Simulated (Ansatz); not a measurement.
Be (hcp, Mg type)

```yaml
crystal:
  lattice:
    - [2.25685, 0.00000, 0.00000]
    - [-1.12842, 1.95449, 0.00000]
    - [0.00000, 0.00000, 3.55250]
  atoms:
    - { symbol: Be, position: [0.33333, 0.66667, 0.75000] }
    - { symbol: Be, position: [0.66667, 0.33333, 0.25000] }
```

The slice is a (1 -1 0 0) plane (indices of the conventional cell) through the point (0.333, 0.667, 0.750) (fractional), spanned by u = [110] and v = [001] in vectors of this cell: u (2.26 Å) and v (3.55 Å, at 90° to u). It covers one period; positions are fractions (u, v).

The numbers are results of PBEsol (plane waves to 420 eV, PAW, scalar-relativistic; Ansatz, a program for electronic structure), not measurements. k mesh 23×23×13. Near the nuclei the fields are pseudised (PAW); where an atom keeps semicore shells as valence, they peak there. Be was relaxed with its symmetry unable to fall. The PAW data are Ansatz's earlier set.

### Question
What is the valence density on the shortest Be–Be line in this plane (2.26 Å), at its midpoint?

### Answer
0.26 e/Å³.

### Question
What is the ELF at the midpoint of the shortest Be–Be line in this plane (2.26 Å)?

### Answer
0.62.

### Question
Sketch the electron localisation function (ELF) on this plane as a map.

### Answer
```
|xxxxxxxx00114466777777777766441100xxxxxx|
|xxxxxx000022446677777777776644220000xxxx|
|xxxx0000113355667777777777665533110000xx|
|0000001133446677777777777777664433110000|
|1122223344556677777777777777665544332222|
|4444445566667777777777777777776666554444|
|6666667777777777777777777777777777776666|
|7788888888777777777777777777777788888888|
|8888888888887777777777777777778888888888|
|9999998888887777666666666677778888889999|
|9999999988887766665555556666778888999999|
|9999999988887766555544555566778888999999|
|9999999988777755444433444455777788999999|
|9999999988776655443333334455667788999999|
|9999999988776644332222223344667788999999|
|9999999988776644332222223344667788999999|
|9999999988776644332222223344667788999999|
|9999999988776655443333334455667788999999|
|9999999988777755444433444455777788999999|
|9999999988887766555544555566778888999999|
|9999999988887766665555556666778888999999|
|9999998888887777666666666677778888889999|
|8888888888887777777777777777778888888888|
|7788888888777777777777777777777788888888|
|6666667777777777777777777777777777776666|
|4444445566667777777777777777776666554444|
|1122223344556677777777777777665544332222|
|0000001133446677777777777777664433110000|
|xxxx0000113355667777777777665533110000xx|
|xxxxxx000022446677777777776644220000xxxx|
|xxxxxxxx00114466777777777766441100xxxxxx|
|xxxxxxxx00113355777777777755331100xxxxxx|
```
Scale: ten equal steps from 0.02 (start of '0') to 0.77 (end of '9'), in the order '0123456789'. Values: electron localisation function (ELF). The map has 20 points along u (two characters each, u = 0 at the left) and 32 along v (v = 0 in the bottom row). Points within 0.4 Å of a nucleus are blanked (x), as the pseudised field means little there.
